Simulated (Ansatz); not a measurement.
Cd: from a starting cell to a relaxed one

The start is a generated trial cell of Cd in the AFLOW prototype A_oC8_64_f (A11, as in Ga). A full variable-cell relaxation at zero pressure is run with PBE (plane waves to 420 eV, PAW, scalar-relativistic; Ansatz, a first-principles code). First-step values are on the input's coarse k-mesh.

Ansatz input (later rounds restart from its end on a renewed k-mesh):
Ansatz 0.2 input:
```yaml
crystal:
  lattice:
    - [2.3365701, -3.9576528, 0]
    - [2.3365701, 3.9576528, 0]
    - [0, 0, 4.6741734]
  atoms:
    - { symbol: Cd, position: [0.3451, 0.6549, 0.581] }
    - { symbol: Cd, position: [0.6549, 0.3451, 0.419] }
    - { symbol: Cd, position: [0.8451, 0.1549, 0.919] }
    - { symbol: Cd, position: [0.1549, 0.8451, 0.081] }
basis: { ecutwfc: 420, ecutrho_ratio: 4, xc_grid: 2, fft_grid_basis: typed }
kpoints: { mp_grid: { grid: [8, 8, 7] } }
hamiltonian:
  xc: pbe
  dispersion: none
  pseudopotentials: { azcp: { folder: ./paw }, kind: paw }
scf: { occupations: { method: fermi_dirac, width: 0.05 } }
relax: { f_tol: 0.01, max_steps: 100, cell: { stress_tol: 0.02 } }
output: { forces: true, stress: true }
```

### Question
What is the largest force in the starting geometry, and on which atom (counted from 1)?

### Answer
0.40 eV/Å, on Cd1, Cd2, Cd3, Cd4 (atoms numbered as listed).

### Question
What symmetry does the relaxed structure have?

### Answer
The space group goes from Cmce (No. 64) to I4/mmm (No. 139); the end is AFLOW prototype A_tI2_139_a (A_a), with 1 atom in the primitive cell.

### Question
How does the volume change?

### Answer
+8.1 %, from 21.61 to 23.36 Å³/atom.

### Question
How do the shortest distances between atoms change?

### Answer
The closest pairs of elements (up to four, under 3.6 Å), start → end: Cd–Cd 2.57 → 2.94 Å.

### Question
What band gap does the relaxed structure have at this level?

### Answer
No gap (metallic).

### Question
What does it relax into? Give the structure.

### Answer

Space group I4/mmm (No. 139); a = b = 3.9870 Å, c = 2.9391 Å, α = β = γ = 90.00°

| atom | site | symmetry | x | y | z |
|---|---|---|---|---|---|
| Cd | 2b | 4/mmm | 0.0000 | 0.0000 | 0.5000 |
(The calculation used a cell of 1 atom; values per cell refer to that cell.)

Final values are on a 19×19×19 k-mesh of the relaxed cell. No spin polarisation in the result.

The run could not lose the symmetry of its start, so the end can be a saddle point.

The relaxed structure here is a generated cell of Cd: the first start was made by placing the elements on the sites of a structure type, and the end was not matched to a known phase here, so it may be hypothetical. Known forms of Cd include space group No. 194.
